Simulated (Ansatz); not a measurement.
Here is the system:

AlN:
```
CELL_PARAMETERS angstrom
      0.00000     2.01881     2.01881
      2.01881     0.00000     2.01881
      2.01881     2.01881     0.00000
ATOMIC_POSITIONS crystal
  Al 0.00000 0.00000 0.00000
  N  0.50000 0.50000 0.50000
```

This is the r²SCAN-relaxed structure.

Task: All from r²SCAN in the plane-wave PAW code Ansatz, unless another level is named. Estimate the bulk modulus (Birch–Murnaghan fit).

Result: 2760 kbar.

Task: What about the elastic constants (relaxed ions, GPa)?

Result: C11 = 467, C12 = 181, C44 = 339.

Space group Fm-3m (rock salt). This is a known high-pressure phase of the composition, computed here at zero pressure and temperature. The cell was relaxed with r²SCAN under the symmetry of its start; whether a distortion lowers the energy is not shown. The volume moved by -17 % from the start of the relaxation.

Potentials: the later of the program's two PAW sets.
